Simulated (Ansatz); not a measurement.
Each is relaxed and computed with the program Ansatz at the PBE level (PAW). Which is the only metal?
A) Si2W, Fddd (Si on 16f, W on 8a)
B) SiSe2, Ibam (Se on 8j, Si on 4a)
C) SiC, Pnma (Si on 4c, C on 4c)
D) SiO2, rutile

A, Si2W, Fddd (Si on 16f, W on 8a). Si2W: metal; SiC: gap 2.54 eV (indirect); SiSe2: gap 2.21 eV (indirect); SiO2: gap 5.04 eV (direct). Constructed cells (a structure type filled with these elements, in neither database checked): Si2W, Fddd (Si on 16f, W on 8a). Typed or built starts, not in the databases checked: SiC, Pnma (Si on 4c, C on 4c). Not the usual ambient phase: Si2W, Fddd (Si on 16f, W on 8a); SiC, Pnma (Si on 4c, C on 4c); SiO2, rutile. Relaxed far from the usual cell of the phase: SiSe2, Ibam (Se on 8j, Si on 4a). Weakly bound layers, chains or molecules computed without a dispersion correction, so cells and soft constants are ill determined: SiSe2, Ibam (Se on 8j, Si on 4a). All cells were relaxed under the symmetry of their starts (and spin orders); stability against distortions was not tested throughout. Rows with no word on spin ran without spin polarisation. Scalar-relativistic: spin–orbit coupling is off unless named, which matters more the heavier the elements.

Potentials: the later of the program's two PAW sets.
